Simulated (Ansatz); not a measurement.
V2InC in space group P6_3/mmc (No. 194; V on 4f, In on 2d, C on 2a) under volume change, r²SCAN (plane waves, PAW; program Ansatz), shape and atoms relaxed at each volume.

```
V (Å³/atom)  E − E(relaxed) (meV/atom)  P (GPa)
-----------  -------------------------  -------
12.043                            65.9    19.49
12.440                            27.4    11.79
12.837                             6.4     5.36
13.234                             0.0     0.00
13.631                             5.7    -4.48
14.028                            21.6    -8.24
14.425                            44.0    -9.94
```

### Question
What does a third-order Birch–Murnaghan fit give for V₀, B₀ and B′?

### Answer
V₀ = 13.23 Å³/atom, B₀ = 157 GPa, B′ = 6.2.

The workflow started from a Materials Project entry (that database holds measured and hypothetical structures alike); the Crystallography Open Database copy checked does not list it. Its standing as an ambient phase is unchecked. Symmetry was held in the r²SCAN relaxation; its stability against distortions is not shown here. No spin polarisation was allowed.

Potentials: the later of the program's two PAW sets.
